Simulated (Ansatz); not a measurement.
A distorted cell of SrTiO3 (cubic perovskite):

```
CELL_PARAMETERS angstrom
      3.93649     0.00000     0.00000
      0.00000     3.93649     0.00000
      0.00000     0.00000     3.93649
ATOMIC_POSITIONS crystal
  Sr 0.96982 0.96982 0.00000
  Ti 0.50000 0.50000 0.50000
  O  0.00000 0.50000 0.50000
  O  0.50000 0.50000 0.00000
  O  0.50000 0.00000 0.50000
```

Level of theory: PBE (plane waves to 420 eV, PAW, scalar-relativistic; Ansatz, an electronic-structure program). k mesh 7×7×7 (Γ-centred), Fermi-Dirac smearing 0.05 eV. The energy includes the smearing's −TS. Compression counts positive. SrTiO3 is run without spin polarisation. SrTiO3 was relaxed with its symmetry unable to fall. The PAW data are Ansatz's earlier set.

### Question
What forces act on the atoms (eV/Å, Cartesian)?

### Answer
```
atom      Fx      Fy     Fz
----  ------  ------  -----
Sr1    0.418   0.418  0.000
Ti2   -0.340  -0.340  0.000
O3    -0.138   0.038  0.000
O4     0.021   0.021  0.000
O5     0.038  -0.138  0.000
```

### Question
What is the stress tensor (GPa)?

### Answer
```
    0.6      0.7      0.0
    0.7      0.6      0.0
    0.0      0.0      0.7
```
The pressure, a third of the trace, is 0.6 GPa.

### Question
In it atom 1 sits (-0.119, -0.119, 0.000) Å away from its relaxed site. What is its energy relative to the relaxed cell?

### Answer
48 meV/cell.

(A displaced cell: forces are minus the slopes of the energy, force constants its curvatures, and phonons follow from these.)
